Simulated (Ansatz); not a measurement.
**Compressing CaCo2As2: a fit and a missing row**

CaCo2As2, I4/mmm, a = 3.949 Å, c = 10.082 Å. The structure is a Materials Project entry; whether it is the stable form wasn't checked. Ansatz: PBEsol, PAW, 420 eV, Γ-centred 12×12×12 mesh on 5 atoms, Gaussian smearing 0.10 eV; collinear spin, largest moment 0.6 μB. Shape and atoms are relaxed at each volume; pressure is positive in compression.

| V (Å³/atom) | P (GPa) |
| --- | --- |
| 14.309 | ? |
| 14.781 | 7.18 |
| 15.253 | 3.24 |
| 15.724 | -0.01 |
| 16.196 | -2.65 |
| 16.668 | -4.54 |

Q: Take V0 = 15.724 Å³/atom, count pressures from its P0 = -0.01 GPa, fit the third-order Birch–Murnaghan form to the other rows, and predict the missing pressure.

A: With the Eulerian strain f = ½[(V0/V)^(2/3) − 1] and y = (P − P0)/[3f(1 + 2f)^(5/2)], the form is the line y = B0 + 1.5 B0 (B0′ − 4) f. Rows (f, y): 0.02105, 102.7; 0.01024, 100.6; -0.00976, 94.7; -0.01906, 87.3. Means f = 0.0006175, y = 96.325; Σ(Δf)² = 0.001005, ΣΔfΔy = 0.3658; the slope is their ratio. y = 96.10 + 364.0 f GPa, so B0 = 96.1 GPa and B0′ = 4 + 2 × (364.0)/(3 × 96.10) = 6.53. At V = 14.309, f = 0.03244, y = 107.91 and P = 12.28 GPa. The run gave 11.95 GPa, so the fit is 0.33 GPa too high, 2 % of the span of the series, against an rms of 0.07 GPa on the fitted rows. The row lies outside the fitted range. A fourth-order term fitted to the same rows gives P = 11.49 GPa at this row's volume (the line 12.28, the run 11.95), no gain. The records add, with no proof that it causes the miss: the largest moment runs from 0.50 to 0.63 μB along the series.

The largest moment runs from 0.50 to 0.63 μB along the series, so B0 and B0′ hold the change of the moment too.

1 further run of this set didn't finish or converge.